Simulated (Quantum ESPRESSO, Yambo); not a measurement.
NaI (rock salt, space group Fm-3m, No. 225) under isotropic strain of +2 % on all lattice vectors. The PBEsol cell relaxed from Materials Project entry mp-23268 was given an isotropic strain of +2 % on all lattice vectors, and the atoms were relaxed again. Chain: norm-conserving PBEsol (Quantum ESPRESSO, 88 Ry, scalar-relativistic); G0W0 in Yambo (4×4×4 Γ-centred k mesh, bands 2 to 146 and a 10 Ry block in the screening, 146 bands in G with the Bruneval-Gonze terminator, plasmon pole fitted at 27.2 eV); BSE (8×8×8 mesh, 3 valence and 6 conduction bands, static screening with 31 bands and a 4 Ry block, scissor 2.13 eV, Tamm-Dancoff).

The PBEsol gap (dense path) is 3.44 eV and the PBEsol gap Γ → Γ on the GW mesh is 3.44 eV. The PBEsol smallest direct gap on the GW mesh, at Γ is 3.44 eV and the G0W0 direct gap at that point is 5.57 eV. The G0W0 correction to the gap Γ → Γ is 2.13 eV and the lowest exciton comes out as no binding energy given (see below). The RPA electronic dielectric constant along x is 3.10 (10×10×10 mesh, PBEsol bands).

Rough cost of the Yambo steps against G0W0 for 6 states: BSE within a factor of two, one RPA spectrum about 1/20.

Convergence of the G0W0 settings was not tested. The BSE states are vertical excitations (zero momentum). Convergence of the RPA response with its 10×10×10 mesh was not tested. The lowest state covers only about 2 of the 512 k points, so the mesh doesn't resolve it: its energy and its distance from the direct gap are mesh artefacts. An extended exciton needs a far denser mesh.

Without spin-orbit coupling, band edges of such heavy elements can be off by tenths of an eV.
